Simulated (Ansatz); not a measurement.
The cell below belongs to a search over invented structures; it isn't taken from experiment.

Input and command of a plane-wave DFT calculation in Ansatz:

```yaml
crystal:
  lattice:
    - [3.6958624635, 0.0, 0.0]
    - [0.0, 3.6958624635, 0.0]
    - [0.0, 0.0, 9.5822518672]
  atoms:
    - { symbol: La, position: [0.0, 0.0, 0.3168791963] }
    - { symbol: La, position: [0.5, 0.5, 0.7332360613] }
    - { symbol: Al, position: [0.5, 0.5, 0.1297630266] }
    - { symbol: Co, position: [0.5, 0.0, 0.9663722122] }
    - { symbol: Co, position: [0.0, 0.5, 0.9663722122] }
    - { symbol: C, position: [0.0, 0.0, 0.8873772613] }
basis:
  ecutwfc: 420
kpoints:
  mp_grid: { grid: [8, 8, 4] }
hamiltonian:
  xc: pbe
scf:
  occupations: { method: gaussian, width: 0.1 }
output:
  forces: true
  stress: true
  eigenvalues: true
relax:
  adjacent_minimum: "off"
  f_tol: 0.01
  max_steps: 30
  cell: { stress_tol: 0.1, fix: [volume] }
```

```bash
ansatz run input.yaml --threads 1 --pin off --max-ram 2560MiB --backend cpu --events-out ev --progress --plain --runs-dir out
```

Processor: Arm Neoverse V1, 1 thread, on a host shared with other jobs.

Estimate time, memory and problem size.

About 3.4 min, peak memory 0.49 GiB. It solves 38 bands at 45 k points (after reduction by symmetry) with about 2609 plane waves, in 51 SCF iterations over 7 ionic steps.
